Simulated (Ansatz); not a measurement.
# Zone-centre phonons of CaCSe3 at 5.7 GPa: input and output

Method: DFT LDA, scalar-relativistic, plane waves, PAW in Ansatz.

Launched with:
```bash
ansatz run input.yaml --threads 1 --pin off --max-ram 1280MiB --backend cpu --events-out ev --progress --plain --runs-dir out
```

Input (bare energies are in eV):
```yaml
crystal:
  lattice:
    - [4.3724, 0.0, 0.0]
    - [0.0, 4.3724, 0.0]
    - [0.0, 0.0, 4.3724]
  atoms:
    - { symbol: Ca, position: [0.0, 0.0, 0.0] }
    - { symbol: C, position: [0.5, 0.5, 0.5] }
    - { symbol: Se, position: [0.5, 0.5, 0.0] }
    - { symbol: Se, position: [0.5, 0.0, 0.5] }
    - { symbol: Se, position: [0.0, 0.5, 0.5] }
basis:
  ecutwfc: 420
kpoints:
  mp_grid: { grid: [8, 8, 8] }
hamiltonian:
  xc: lda
scf:
  occupations: { method: fermi_dirac, width: 0.15 }
output:
  eigenvalues: true
phonons:
  method: dfpt
  eigenvectors: true
```

Results section of the output:
```
--- Phonons (Γ-DFPT): 4 representative perturbations + reference, on 125 of 512 k-points (Σ response iterations 31) ---
  k mesh reduced under 8 symmetry operations, with k and −k counted as one. Each operation leaves every solved displacement unchanged or reverses it
  ASR residual: 2.529e-5 → 0.000e0 eV/Å²; symmetrization residual: 5.817e-6 eV/Å²
  ASR residual per site (eV/Å²): 1.53e-5 9.08e-7 2.53e-5 2.53e-5 2.53e-5
  Γ frequencies (cm⁻¹): -553.78 -553.78 -553.78 0.00 0.00 0.00 110.36 110.36 110.36 145.45 145.45 145.45 181.40 181.40 181.40
  non-analytic LO–TO correction: not included (Born effective charges unavailable; polar crystals: no LO–TO splitting at Γ)
```

It took 12 min on 1 thread of Arm Neoverse N1, with other jobs on the host, peak memory 1.2 GiB.

Its imaginary modes show that this cell, the ideal cubic perovskite prototype, isn't a minimum of the energy. In a metal, frequencies and elastic constants depend on the k mesh and the smearing, soft modes and shear constants most. A semilocal functional can close a gap that the real compound has.

Negative frequencies stand for imaginary ones: the cell is unstable against these modes.